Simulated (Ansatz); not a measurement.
**Mg: computed property card**

Mg:
```yaml
crystal:
  lattice:
    - [5.75221, 0.00000, 0.00000]
    - [-2.87611, 4.98156, 0.00000]
    - [0.00000, 0.00000, 5.68308]
  atoms:
    - { symbol: Mg, position: [0.00000, 0.00000, 0.25408] }
    - { symbol: Mg, position: [0.00000, 0.00000, 0.74592] }
    - { symbol: Mg, position: [0.33333, 0.66667, 0.50000] }
    - { symbol: Mg, position: [0.66667, 0.33333, 0.50000] }
    - { symbol: Mg, position: [0.00000, 0.50000, 0.00000] }
    - { symbol: Mg, position: [0.50000, 0.00000, 0.00000] }
    - { symbol: Mg, position: [0.50000, 0.50000, 0.00000] }
```

Space group P6/mmm (No. 191); conventional cell a = b = 5.7522 Å, c = 5.6831 Å, α = β = 90.00°, γ = 120.00°.

Method: DFT-PBEsol in the program Ansatz with PAW potentials. Structure relaxed to zero pressure with the same functional. Other levels are named where they apply.

### Cell and energy

```
Item                  Value
---------------  ----------
Volume per atom    23.26 Å³
Density          1.73 g/cm³
```

### Electronic structure

```
Property                                                                    Result
------------------------------------  --------------------------------------------
Electronic character                                             metallic (no gap)
Density of states at the Fermi level  0.43 states/eV per atom (mean over ±0.08 eV)
```

### Mechanics

```
Item                                                                                       Value
-------------------------------------  ---------------------------------------------------------
Bulk modulus (Birch–Murnaghan fit)                                                      349 kbar
Pressure derivative B′                                                                       4.0
Elastic constants (relaxed ions, GPa)  C11 = 62.7, C12 = 26.0, C13 = 15.3, C33 = 76.1, C44 = 0.2
Mechanical stability                        marginal (the smallest eigenvalue of C is near zero)
```

### Phonons

```
Property                                        Value
-----------------------------  ----------------------
Highest zone-centre frequency               10.85 THz
Zone-centre stability          no imaginary mode at Γ
```

The start of the workflow was typed in or built on a structure type; the Crystallography Open Database copy checked does not list it. It is not the phase usual at ambient conditions (space group No. 194). The cell was relaxed with PBEsol under the symmetry of its start. As this level gives no gap, shear constants depend on the k-mesh and smearing (Fermi–Dirac, 0.1 eV here). As this level gives no gap, phonon frequencies hold no LO–TO term and depend on the k-mesh and smearing (Fermi–Dirac, 0.1 eV here). Axis ratios of metals converge slowly with the k-mesh, so a and c are less sure than the volume.

Potentials: the later of the program's two PAW sets.
